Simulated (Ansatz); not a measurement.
Relaxation of a generated cell, Cu2O built in the AFLOW prototype AB2_hP9_162_ad_k (as in V2N); 9 atoms in the cell, which starts as P-31m (No. 162), hP9; a = b = 4.553 Å, c = 4.230 Å, α = β = 90.00°, γ = 120.00°. Level of theory: r2SCAN (plane waves to 500 eV, PAW, scalar-relativistic; Ansatz, an electronic-structure program). Γ-centred k-mesh 6×6×6 on the run's cell (coarser than for final values), Fermi–Dirac smearing 0.05 eV. This is the first round of the run. 

The optimiser's lines from the output (shortened; P is positive under compression):

```
relax step   1: F+E_penalty+E_count = -41481.16358544 eV  Δ(F+E_penalty+E_count) = +0.000e0 eV  max|allowed force component| = 3.915e0 eV/Å  Δτ_max = 0.0000 Å  P = +87.414 GPa  Ω = 75.928 Å³  (10 SCF iters, dr2 threshold 1.00e-7 eV, accepted)
relax step   2: F+E_penalty+E_count = -41484.81625174 eV  Δ(F+E_penalty+E_count) = -3.653e0 eV  max|allowed force component| = 2.355e0 eV/Å  Δτ_max = 0.0165 Å  P = +43.441 GPa  Ω = 84.389 Å³  (10 SCF iters, dr2 threshold 9.00e-7 eV, accepted)
relax step   3: F+E_penalty+E_count = -41486.82023389 eV  Δ(F+E_penalty+E_count) = -2.004e0 eV  max|allowed force component| = 9.633e-1 eV/Å  Δτ_max = 0.0353 Å  P = +12.393 GPa  Ω = 94.346 Å³  (10 SCF iters, dr2 threshold 9.00e-7 eV, accepted)
relax step   4: F+E_penalty+E_count = -41487.29157750 eV  Δ(F+E_penalty+E_count) = -4.713e-1 eV  max|allowed force component| = 3.451e-1 eV/Å  Δτ_max = 0.0879 Å  P = +1.483 GPa  Ω = 98.613 Å³  (10 SCF iters, dr2 threshold 9.00e-7 eV, accepted)
relax step   5: F+E_penalty+E_count = -41487.47134404 eV  Δ(F+E_penalty+E_count) = -1.798e-1 eV  max|allowed force component| = 2.738e-1 eV/Å  Δτ_max = 0.1173 Å  P = -1.128 GPa  Ω = 99.103 Å³  (11 SCF iters, dr2 threshold 9.00e-7 eV, accepted)
relax step   6: F+E_penalty+E_count = -41487.50346823 eV  Δ(F+E_penalty+E_count) = -3.212e-2 eV  max|allowed force component| = 1.701e-1 eV/Å  Δτ_max = 0.0190 Å  P = -0.694 GPa  Ω = 98.650 Å³  (8 SCF iters, dr2 threshold 9.00e-7 eV, accepted)
relax step   7: F+E_penalty+E_count = -41487.52082565 eV  Δ(F+E_penalty+E_count) = -1.736e-2 eV  max|allowed force component| = 1.197e-2 eV/Å  Δτ_max = 0.0306 Å  P = +0.051 GPa  Ω = 98.085 Å³  (8 SCF iters, dr2 threshold 9.00e-7 eV, accepted)
relax step   8: F+E_penalty+E_count = -41487.52095522 eV  Δ(F+E_penalty+E_count) = -1.296e-4 eV  max|allowed force component| = 5.022e-4 eV/Å  Δτ_max = 0.0007 Å  P = +0.001 GPa  Ω = 98.091 Å³  (6 SCF iters, dr2 threshold 7.95e-8 eV, accepted)
relax step   9: F+E_penalty+E_count = -41487.56445348 eV  Δ(F+E_penalty+E_count) = -4.350e-2 eV  max|allowed force component| = 2.706e-3 eV/Å  Δτ_max = 0.0000 Å  P = +0.304 GPa  Ω = 98.091 Å³  stress off target by 3.71e-1 GPa  SCF on the basis re-selected at this cell (its energy is not comparable with the rows above)  (10 SCF iters)
relax step  10: F+E_penalty+E_count = -41487.56448815 eV  Δ(F+E_penalty+E_count) = -3.467e-5 eV  max|allowed force component| = 4.091e-4 eV/Å  Δτ_max = 0.0003 Å  P = +0.024 GPa  Ω = 98.266 Å³  (6 SCF iters, dr2 threshold 3.45e-7 eV, accepted)
relax step  11: F+E_penalty+E_count = -41487.56447540 eV  Δ(F+E_penalty+E_count) = +1.275e-5 eV  max|allowed force component| = 2.778e-5 eV/Å  Δτ_max = 0.0001 Å  P = -0.000 GPa  Ω = 98.281 Å³  (6 SCF iters, dr2 threshold 2.47e-9 eV, accepted)
relax step  12: F+E_penalty+E_count = -41487.56465049 eV  Δ(F+E_penalty+E_count) = -1.751e-4 eV  max|allowed force component| = 4.710e-5 eV/Å  Δτ_max = 0.0000 Å  P = +0.000 GPa  Ω = 98.281 Å³  stress off target by 1.38e-3 GPa  SCF on the basis re-selected at this cell (its energy is not comparable with the rows above)  (7 SCF iters)
```

From the first to the last row the energy changes by -0.71 eV/atom and the volume by +29.4 %. The last row is marked as not comparable with the walk above it, whose basis was carried along; it does compare with step 1, since both stand on a basis selected at the nominal cutoff for their own cell.

Later rounds, restarted from the end of this one on a renewed k-mesh, logged 4 more steps and released under 0.01 eV/atom more. The final structure after all rounds: P-31m (No. 162), hP9, AFLOW prototype AB2_hP9_162_ad_k (as in V2N); a = b = 4.894 Å, c = 4.737 Å, α = β = 90.00°, γ = 120.00°. Between re-selections the logged energies stand on a plane-wave basis carried along with the cell. No spin polarisation in the result. The d or f electrons are treated with no Hubbard U.

The run could not lose the symmetry of its start, so the end can be a saddle point.

The relaxed structure here is a generated cell of Cu2O: the first start was made by placing the elements on the sites of a structure type, and the end was not matched to a known phase here, so it may be hypothetical. Known forms of Cu2O include space group No. 224.
